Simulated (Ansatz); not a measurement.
Two inputs for PbSe with Ba replacing Pb

This input was run with Ansatz:

```yaml
crystal:
  lattice:
    - [0.0, 9.18195, 9.18195]
    - [9.18195, 0.0, 9.18195]
    - [9.18195, 9.18195, 0.0]
  atoms:
    - { symbol: Ba, position: [0.0, 0.0, 0.0] }
    - { symbol: Pb, position: [0.0, 0.0, 0.3333333333] }
    - { symbol: Pb, position: [0.0, 0.0, 0.6666666667] }
    - { symbol: Pb, position: [0.0, 0.3333333333, 0.0] }
    - { symbol: Pb, position: [0.0, 0.3333333333, 0.3333333333] }
    - { symbol: Pb, position: [0.0, 0.3333333333, 0.6666666667] }
    - { symbol: Pb, position: [0.0, 0.6666666667, 0.0] }
    - { symbol: Pb, position: [0.0, 0.6666666667, 0.3333333333] }
    - { symbol: Pb, position: [0.0, 0.6666666667, 0.6666666667] }
    - { symbol: Pb, position: [0.3333333333, 0.0, 0.0] }
    - { symbol: Pb, position: [0.3333333333, 0.0, 0.3333333333] }
    - { symbol: Pb, position: [0.3333333333, 0.0, 0.6666666667] }
    - { symbol: Pb, position: [0.3333333333, 0.3333333333, 0.0] }
    - { symbol: Pb, position: [0.3333333333, 0.3333333333, 0.3333333333] }
    - { symbol: Pb, position: [0.3333333333, 0.3333333333, 0.6666666667] }
    - { symbol: Pb, position: [0.3333333333, 0.6666666667, 0.0] }
    - { symbol: Pb, position: [0.3333333333, 0.6666666667, 0.3333333333] }
    - { symbol: Pb, position: [0.3333333333, 0.6666666667, 0.6666666667] }
    - { symbol: Pb, position: [0.6666666667, 0.0, 0.0] }
    - { symbol: Pb, position: [0.6666666667, 0.0, 0.3333333333] }
    - { symbol: Pb, position: [0.6666666667, 0.0, 0.6666666667] }
    - { symbol: Pb, position: [0.6666666667, 0.3333333333, 0.0] }
    - { symbol: Pb, position: [0.6666666667, 0.3333333333, 0.3333333333] }
    - { symbol: Pb, position: [0.6666666667, 0.3333333333, 0.6666666667] }
    - { symbol: Pb, position: [0.6666666667, 0.6666666667, 0.0] }
    - { symbol: Pb, position: [0.6666666667, 0.6666666667, 0.3333333333] }
    - { symbol: Pb, position: [0.6666666667, 0.6666666667, 0.6666666667] }
    - { symbol: Se, position: [0.1666666667, 0.1666666667, 0.1666666667] }
    - { symbol: Se, position: [0.1666666667, 0.1666666667, 0.5] }
    - { symbol: Se, position: [0.1666666667, 0.1666666667, 0.8333333333] }
    - { symbol: Se, position: [0.1666666667, 0.5, 0.1666666667] }
    - { symbol: Se, position: [0.1666666667, 0.5, 0.5] }
    - { symbol: Se, position: [0.1666666667, 0.5, 0.8333333333] }
    - { symbol: Se, position: [0.1666666667, 0.8333333333, 0.1666666667] }
    - { symbol: Se, position: [0.1666666667, 0.8333333333, 0.5] }
    - { symbol: Se, position: [0.1666666667, 0.8333333333, 0.8333333333] }
    - { symbol: Se, position: [0.5, 0.1666666667, 0.1666666667] }
    - { symbol: Se, position: [0.5, 0.1666666667, 0.5] }
    - { symbol: Se, position: [0.5, 0.1666666667, 0.8333333333] }
    - { symbol: Se, position: [0.5, 0.5, 0.1666666667] }
    - { symbol: Se, position: [0.5, 0.5, 0.5] }
    - { symbol: Se, position: [0.5, 0.5, 0.8333333333] }
    - { symbol: Se, position: [0.5, 0.8333333333, 0.1666666667] }
    - { symbol: Se, position: [0.5, 0.8333333333, 0.5] }
    - { symbol: Se, position: [0.5, 0.8333333333, 0.8333333333] }
    - { symbol: Se, position: [0.8333333333, 0.1666666667, 0.1666666667] }
    - { symbol: Se, position: [0.8333333333, 0.1666666667, 0.5] }
    - { symbol: Se, position: [0.8333333333, 0.1666666667, 0.8333333333] }
    - { symbol: Se, position: [0.8333333333, 0.5, 0.1666666667] }
    - { symbol: Se, position: [0.8333333333, 0.5, 0.5] }
    - { symbol: Se, position: [0.8333333333, 0.5, 0.8333333333] }
    - { symbol: Se, position: [0.8333333333, 0.8333333333, 0.1666666667] }
    - { symbol: Se, position: [0.8333333333, 0.8333333333, 0.5] }
    - { symbol: Se, position: [0.8333333333, 0.8333333333, 0.8333333333] }
kpoints:
  mp_grid: { grid: [1, 1, 1] }
scf:
  occupations: { method: fermi_dirac, width: 0.01 }
hamiltonian:
  xc: pbe
  pseudopotentials: { kind: paw }
output:
  forces: true
  stress: true
  populations: true
  efg: { quadrupole_moments_barn: { Ba: 0.236 }, contact_densities: true }
```

```sh
ansatz run input.yaml --threads 4 --pin off --max-ram 10240MiB --backend cpu --events-out ev --progress --plain --runs-dir out
```

It converged. Of its output the block on the nuclei alone is shown, without the SCF iterations, energies, forces and stress (one atom of each set):

```
--- PAW observables at the nuclei: V_zz in 10²¹ V/m², potentials from the cell's mean, atoms counted from 1 ---
  atom   1  Ba V_zz =    -0.000000   η = 0.0000   by run symmetry: forbidden   C_q = -0.0000 MHz
            electrostatic potential = -9625.131965 V   contact ρ = 2065466.977400 e/Å³
  atom   2  Pb V_zz =    -1.119874   η = 0.5549   by run symmetry: allowed
            electrostatic potential = -17478.363992 V   contact ρ = 16532622.561935 e/Å³
  atom   5  Pb V_zz =    +0.008611   η = 0.0000   by run symmetry: allowed
            electrostatic potential = -17478.355176 V   contact ρ = 16532621.758038 e/Å³
  atom  15  Pb V_zz =    +8.777717   η = 0.0000   by run symmetry: allowed
            electrostatic potential = -17478.410816 V   contact ρ = 16532671.896633 e/Å³
  atom  28  Se V_zz =    -0.009737   η = 0.0000   by run symmetry: allowed
            electrostatic potential = -4712.869555 V   contact ρ = 262891.116825 e/Å³
  atom  30  Se V_zz =   -15.556391   η = 0.0000   by run symmetry: allowed
            electrostatic potential = -4713.045626 V   contact ρ = 262885.686761 e/Å³
  atom  32  Se V_zz =    -0.311035   η = 0.0511   by run symmetry: allowed
            electrostatic potential = -4712.869493 V   contact ρ = 262890.813691 e/Å³
  atom  41  Se V_zz =    +0.000000   η = 0.0000   by run symmetry: forbidden
            electrostatic potential = -4713.176648 V   contact ρ = 262881.613919 e/Å³
```

Q: Can these gradients be trusted, and how do they compare with a run on standard settings?

A: Not as converged values. Against the standard input the change is `kpoints.mp_grid.grid`: [2, 2, 2] → [1, 1, 1]. A site carries the number of its first atom; V_zz in 10²¹ V/m².

| site | V_zz standard | η standard | V_zz here | η here |
| --- | --- | --- | --- | --- |
| Ba | 0.00 | – | 0.00 | – |
| Pb2 | -0.30 | 0.67 | -1.12 | 0.55 |
| Pb5 | -0.068 | 0.00 | 0.009 | 0.00 |
| Pb15 | 0.54 | 0.00 | 8.78 | 0.00 |
| Se28 | 0.12 | 0.00 | -0.010 | 0.00 |
| Se30 | -10.47 | 0.00 | -15.56 | 0.00 |
| Se32 | 0.22 | 0.16 | -0.31 | 0.05 |

The largest change of V_zz along a kept axis is on Pb15, from 0.54 to 8.78. Small gradients that grow severalfold: Pb2 (-0.30 to -1.12). On Pb2, Se32 the largest principal value lies along another axis in the second run, so the two V_zz can't be compared directly. Other sites without a gradient aren't listed. SCF iterations: 8 and 8. In the changed run the k-mesh is coarser than the standard one, so its values aren't converged ones.

On the reference run: The defect repeats with the cell of 54 atoms, so it feels its images: sites between two images don't show the values beside a lone defect, and zeros or small values of η there can come from the images' arrangement. Spin–orbit coupling is left out, which shifts gradients on Pb by a few per cent in wide-gap crystals, and can shift them far more where the calculated gap is small or absent, as here. With a gap of 0.4 eV on this mesh, small gradients can still move by 0.1 × 10²¹ V/m² or more as the k-mesh gets denser. The neighbours have not yet relaxed around the defect (largest force 0.53 eV/Å), so a real crystal will differ.
